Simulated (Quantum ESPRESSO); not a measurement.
## AsSiO3F3 (one run as intended and one with a planted mistake)

Computed values, not a measurement. The program is pw.x of Quantum ESPRESSO 7.5 (plane-wave density functional theory). The cell is made up: 8 atoms on a quartz lattice with one site empty, with randomly drawn elements, strain and displacements, not relaxed. PseudoDojo standard norm-conserving files (v0.5 for PBE, v0.4.1 for LDA and PBEsol) set the functional; there is no spin polarisation, spin-orbit coupling or dispersion term, and the masses in the input are unused placeholders.

Intended input:

```
&control calculation='scf', pseudo_dir='./dojo.nc.sr.pbe.v0_5.standard.upf', outdir='./o', disk_io='medium', tprnfor=.true., tstress=.true. /
&system ibrav=0, nat=8, ntyp=4, nbnd=35, ecutwfc=84.00895049, nosym=.true., tot_charge=0,
 occupations='smearing', smearing='fd', degauss=0.0018374661
/
&electrons conv_thr=7.350e-09, electron_maxstep=60, /
ATOMIC_SPECIES
As 1.0 As.upf
F 1.0 F.upf
O 1.0 O.upf
Si 1.0 Si.upf
CELL_PARAMETERS angstrom
5.0254 0.003 -0.0116
-2.5101 4.2791 -0.0298
-0.0127 -0.0451 5.4105
ATOMIC_POSITIONS angstrom
As 2.2582 0.0502 3.6212
Si -1.1789 2.0256 1.8155
O 1.4188 1.0437 4.2821
F 3.4298 0.6015 2.3517
F 2.6864 2.5575 0.7177
F 0.0696 1.7572 0.8941
O -1.122 3.2009 2.9209
O 0.6831 3.6507 4.7349
K_POINTS automatic
5 5 4 1 1 1
```

The log is shortened where brackets say so; the opening notice, blank lines, dates and the lines on written files are dropped, and the path of the files is cut. It prints rydbergs, bohrs and kilobars, and counts compression as positive stress. Where no state is partly filled, the Fermi energy that it prints is only some level between the filled and the empty states on the mesh, and need not lie in the true gap.

Log of the intended run:

```
     Program PWSCF v.7.5
     Parallel version (MPI & OpenMP), running on       1 processor cores
     Number of MPI processes:                 1
     Threads/MPI process:                     1
     [start-up lines left out]
     bravais-lattice index     =            0
     lattice parameter (alat)  =       9.4967  a.u.
     unit-cell volume          =     785.3743 (a.u.)^3
     number of atoms/cell      =            8
     number of atomic types    =            4
     number of electrons       =        58.00
     number of Kohn-Sham states=           35
     kinetic-energy cutoff     =      84.0090  Ry
     charge density cutoff     =     336.0358  Ry
     scf convergence threshold =      7.3E-09
     mixing beta               =       0.7000
     number of iterations used =            8  plain     mixing
     Exchange-correlation= PBE
                           (   1   4   3   4   0   0   0)
     [axes and pseudopotential details left out]
   Cartesian axes
     site n.     atom                  positions (alat units)
         1        As     tau(   1) = (   0.4493560   0.0099892   0.7205774  )
         2        Si     tau(   2) = (  -0.2345876   0.4030712   0.3612637  )
         3        O      tau(   3) = (   0.2823250   0.2076844   0.8520890  )
         4        F      tau(   4) = (   0.6824910   0.1196916   0.4679614  )
         5        F      tau(   5) = (   0.5345629   0.5089133   0.1428141  )
         6        F      tau(   6) = (   0.0138496   0.3496627   0.1779157  )
         7        O      tau(   7) = (  -0.2232652   0.6369425   0.5812257  )
         8        O      tau(   8) = (   0.1359291   0.7264476   0.9421910  )
     number of k points=    50  Fermi-Dirac smearing, width (Ry)=  0.0018
                       cart. coord. in units 2pi/alat
        k(    1) = (   0.1001666   0.1770186   0.1178140), wk =   0.0400000
        k(    2) = (   0.1007014   0.1789496   0.3500379), wk =   0.0400000
     [further k points left out]
     Dense  grid:    81685 G-vectors     FFT dimensions: (  60,  60,  60)
     Estimated max dynamical RAM per process >     107.48 MB
     Initial potential from superposition of free atoms
     starting charge      57.9991, renormalised to      58.0000
     Starting wfcs are   37 randomized atomic wfcs
     total cpu time spent up to now is       10.8 secs
     per-process dynamical memory:    64.7 Mb
     Self-consistent Calculation
     iteration #  1     ecut=    84.01 Ry     beta= 0.70
     Davidson diagonalization with overlap
     ethr =  1.00E-02,  avg # of iterations =  3.0
     total cpu time spent up to now is       41.0 secs
     total energy              =    -466.49840349 Ry
     estimated scf accuracy    <       2.28354314 Ry
     iteration #  2     ecut=    84.01 Ry     beta= 0.70
     Davidson diagonalization with overlap
     ethr =  3.94E-03,  avg # of iterations =  3.1
     total cpu time spent up to now is       67.5 secs
     total energy              =    -466.04421431 Ry
     estimated scf accuracy    <       6.63077360 Ry
     [iterations 3 to 11 left out]
     iteration # 12     ecut=    84.01 Ry     beta= 0.70
     Davidson diagonalization with overlap
     ethr =  1.16E-10,  avg # of iterations =  2.0
     total cpu time spent up to now is      319.3 secs
     total energy              =    -467.57895046 Ry
     estimated scf accuracy    <       0.00000001 Ry
     iteration # 13     ecut=    84.01 Ry     beta= 0.70
     Davidson diagonalization with overlap
     ethr =  2.54E-11,  avg # of iterations =  3.0
     total cpu time spent up to now is      348.2 secs
     End of self-consistent calculation
     [lines on levels left out]
     the Fermi energy is     4.4175 ev
!    total energy              =    -467.57895046 Ry
     estimated scf accuracy    <          8.8E-10 Ry
     smearing contrib. (-TS)   =      -0.00000000 Ry
     internal energy E=F+TS    =    -467.57895046 Ry
     The total energy is F=E-TS. E is the sum of the following terms:
     one-electron contribution =    -331.33037498 Ry
     hartree contribution      =     192.43270013 Ry
     xc contribution           =    -109.50677171 Ry
     ewald contribution        =    -219.17450390 Ry
     convergence has been achieved in  13 iterations
     Forces acting on atoms (cartesian axes, Ry/au):
     atom    1 type  1   force =     0.30345562   -0.20091161    0.20469823
     atom    2 type  4   force =    -0.02929953    0.15634326   -0.19133905
     atom    3 type  3   force =    -0.31188320    0.38474992    0.11749460
     atom    4 type  2   force =     0.06433531   -0.02030136   -0.08130852
     atom    5 type  2   force =     0.07172564   -0.04553999    0.09569579
     atom    6 type  2   force =    -0.01153284   -0.00959604    0.05719054
     atom    7 type  3   force =    -0.15563087   -0.25101977   -0.18450056
     atom    8 type  3   force =     0.06882987   -0.01372442   -0.01793103
     Total force =     0.808039     Total SCF correction =     0.000059
     Computing stress (Cartesian axis) and pressure
          total   stress  (Ry/bohr**3)                   (kbar)     P=      210.91
   0.00144286  -0.00004420  -0.00050131          212.25       -6.50      -73.74
  -0.00004420   0.00212757   0.00064546           -6.50      312.98       94.95
  -0.00050131   0.00064546   0.00073076          -73.74       94.95      107.50
     init_run     :      9.46s CPU     10.65s WALL (       1 calls)
     electrons    :    317.32s CPU    337.43s WALL (       1 calls)
     forces       :      5.39s CPU      5.48s WALL (       1 calls)
     stress       :     14.30s CPU     14.46s WALL (       1 calls)
     [timing details left out]
     PWSCF        :   5m46.69s CPU   6m 8.65s WALL
     JOB DONE.
```

A second run has one planted mistake: the smearing is too wide. The input lines that differ, file-writing options aside:

```
- &system ibrav=0, nat=8, ntyp=4, nbnd=35, ecutwfc=84.00895049, nosym=.true., tot_charge=0,
+ &system ibrav=0, nat=8, ntyp=4, nbnd=53, ecutwfc=84.00895049, nosym=.true., tot_charge=0,
-  occupations='smearing', smearing='fd', degauss=0.0018374661
+  occupations='smearing', smearing='fd', degauss=0.0352793493
```

Its log:

```
     Program PWSCF v.7.5
     Parallel version (MPI & OpenMP), running on       1 processor cores
     Number of MPI processes:                 1
     Threads/MPI process:                     1
     [start-up lines left out]
     bravais-lattice index     =            0
     lattice parameter (alat)  =       9.4967  a.u.
     unit-cell volume          =     785.3743 (a.u.)^3
     number of atoms/cell      =            8
     number of atomic types    =            4
     number of electrons       =        58.00
     number of Kohn-Sham states=           53
     kinetic-energy cutoff     =      84.0090  Ry
     charge density cutoff     =     336.0358  Ry
     scf convergence threshold =      7.3E-09
     mixing beta               =       0.7000
     number of iterations used =            8  plain     mixing
     Exchange-correlation= PBE
                           (   1   4   3   4   0   0   0)
     [axes and pseudopotential details left out]
   Cartesian axes
     site n.     atom                  positions (alat units)
         1        As     tau(   1) = (   0.4493560   0.0099892   0.7205774  )
         2        Si     tau(   2) = (  -0.2345876   0.4030712   0.3612637  )
         3        O      tau(   3) = (   0.2823250   0.2076844   0.8520890  )
         4        F      tau(   4) = (   0.6824910   0.1196916   0.4679614  )
         5        F      tau(   5) = (   0.5345629   0.5089133   0.1428141  )
         6        F      tau(   6) = (   0.0138496   0.3496627   0.1779157  )
         7        O      tau(   7) = (  -0.2232652   0.6369425   0.5812257  )
         8        O      tau(   8) = (   0.1359291   0.7264476   0.9421910  )
     number of k points=    50  Fermi-Dirac smearing, width (Ry)=  0.0353
                       cart. coord. in units 2pi/alat
        k(    1) = (   0.1001666   0.1770186   0.1178140), wk =   0.0400000
        k(    2) = (   0.1007014   0.1789496   0.3500379), wk =   0.0400000
     [further k points left out]
     Dense  grid:    81685 G-vectors     FFT dimensions: (  60,  60,  60)
     Estimated max dynamical RAM per process >     121.82 MB
     Initial potential from superposition of free atoms
     starting charge      57.9991, renormalised to      58.0000
     Starting wfcs are   37 randomized atomic wfcs +   16 random wfcs
     total cpu time spent up to now is       15.1 secs
     per-process dynamical memory:    91.7 Mb
     Self-consistent Calculation
     iteration #  1     ecut=    84.01 Ry     beta= 0.70
     Davidson diagonalization with overlap
     ethr =  1.00E-02,  avg # of iterations =  6.4
     total cpu time spent up to now is       78.5 secs
     total energy              =    -466.56805073 Ry
     estimated scf accuracy    <       2.21254452 Ry
     iteration #  2     ecut=    84.01 Ry     beta= 0.70
     Davidson diagonalization with overlap
     ethr =  3.81E-03,  avg # of iterations =  2.5
     total cpu time spent up to now is      113.7 secs
     total energy              =    -466.07630400 Ry
     estimated scf accuracy    <       6.66481406 Ry
     [iterations 3 to 10 left out]
     iteration # 11     ecut=    84.01 Ry     beta= 0.70
     Davidson diagonalization with overlap
     ethr =  1.59E-10,  avg # of iterations =  2.5
     total cpu time spent up to now is      437.6 secs
     total energy              =    -467.58946366 Ry
     estimated scf accuracy    <       0.00000002 Ry
     iteration # 12     ecut=    84.01 Ry     beta= 0.70
     Davidson diagonalization with overlap
     ethr =  3.39E-11,  avg # of iterations =  2.0
     total cpu time spent up to now is      477.3 secs
     End of self-consistent calculation
     [lines on levels left out]
     the Fermi energy is     4.6841 ev
!    total energy              =    -467.58946366 Ry
     estimated scf accuracy    <          1.7E-09 Ry
     smearing contrib. (-TS)   =      -0.03528507 Ry
     internal energy E=F+TS    =    -467.55417859 Ry
     The total energy is F=E-TS. E is the sum of the following terms:
     one-electron contribution =    -331.32928966 Ry
     hartree contribution      =     192.45207465 Ry
     xc contribution           =    -109.50245968 Ry
     ewald contribution        =    -219.17450390 Ry
     convergence has been achieved in  12 iterations
     Forces acting on atoms (cartesian axes, Ry/au):
     atom    1 type  1   force =     0.29312132   -0.19012865    0.16880463
     atom    2 type  4   force =    -0.03009476    0.15492983   -0.18645259
     atom    3 type  3   force =    -0.31175845    0.38361317    0.13494191
     atom    4 type  2   force =     0.07235836   -0.02418444   -0.08444543
     atom    5 type  2   force =     0.07105916   -0.04368686    0.09252928
     atom    6 type  2   force =    -0.00974925   -0.00876437    0.05366240
     atom    7 type  3   force =    -0.15778042   -0.25241779   -0.17845564
     atom    8 type  3   force =     0.07284404   -0.01936088   -0.00058455
     Total force =     0.794015     Total SCF correction =     0.000067
     Computing stress (Cartesian axis) and pressure
          total   stress  (Ry/bohr**3)                   (kbar)     P=      222.09
   0.00149780  -0.00001816  -0.00051802          220.33       -2.67      -76.20
  -0.00001816   0.00217675   0.00063448           -2.67      320.21       93.33
  -0.00051802   0.00063448   0.00085469          -76.20       93.33      125.73
     init_run     :     13.75s CPU     14.94s WALL (       1 calls)
     electrons    :    439.97s CPU    462.21s WALL (       1 calls)
     forces       :      7.88s CPU      7.96s WALL (       1 calls)
     stress       :     27.76s CPU     27.90s WALL (       1 calls)
     [timing details left out]
     PWSCF        :   8m 9.71s CPU   8m33.77s WALL
     JOB DONE.
```

```
                                            intended run  run with the mistake
                          free energy (eV)     -6361.736             -6361.879
                    smearing term -TS (eV)        0.0000               -0.4801
                            pressure (GPa)         21.09                 22.21
            largest force component (eV/Å)         9.892                 9.863
largest change of a force component (eV/Å)                               0.923
                                iterations            13                    12
```

For scale, a rerun of the intended cell at a cutoff of 1437 eV and k mesh 7 x 7 x 6 moved values by no more than 0.004 eV in energy, 0.02 GPa in stress and 0.003 eV/Å in force. The number of bands, nbnd, was set by rule from the electron count and the smearing, so it follows the mistake.